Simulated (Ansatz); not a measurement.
CsGeI₃:
Space group R3m, hexagonal axes (No. 160); a = 8.4357 Å, b = 8.4357 Å, c = 10.7658 Å, α = 90.00°, β = 90.00°, γ = 120.00°

```tsv
atom	site	symmetry	x	y	z
Cs	3a	3m	0.0000	0.0000	0.4054
Ge	3a	3m	0.0000	0.0000	0.8719
I	9b	.m	0.3391	0.1696	0.0782
```
(The calculation used a cell of 5 atoms; values per cell refer to that cell.)

Relaxed at zero pressure with r²SCAN in the plane-wave PAW code Ansatz.

Q: The volume is lowered by 3 % and shape and atoms relax at that volume. What pressure results, and how do the axes share the change?

A: 0.3 GPa; a -0.9 %, b -0.9 %, c -1.3 %; the energy rises by 1 meV/atom.

Q: Give the new structure.

A: 
Space group R3m, hexagonal axes (No. 160); a = b = 8.361 Å, c = 10.629 Å, α = β = 90.00°, γ = 120.00°

```
atom  site  symmetry       x       y       z
----  ----  --------  ------  ------  ------
Cs      3a        3m  0.0000  0.0000  0.4057
Ge      3a        3m  0.0000  0.0000  0.8740
I       9b        .m  0.3368  0.1684  0.0774
```

The phase is kept; no other phase was compared at this pressure.

The workflow started from a Materials Project entry (that database holds measured and hypothetical structures alike); the Crystallography Open Database files this formula in space group No. 160, but the cells were not matched. Whether it is the stable phase at ambient conditions was not checked. The r²SCAN relaxation kept the symmetry of its start; whether a distortion lowers the energy is not shown. Scalar-relativistic: spin–orbit coupling is off unless named, which matters more the heavier the elements.

Potentials: the later of the program's two PAW sets.
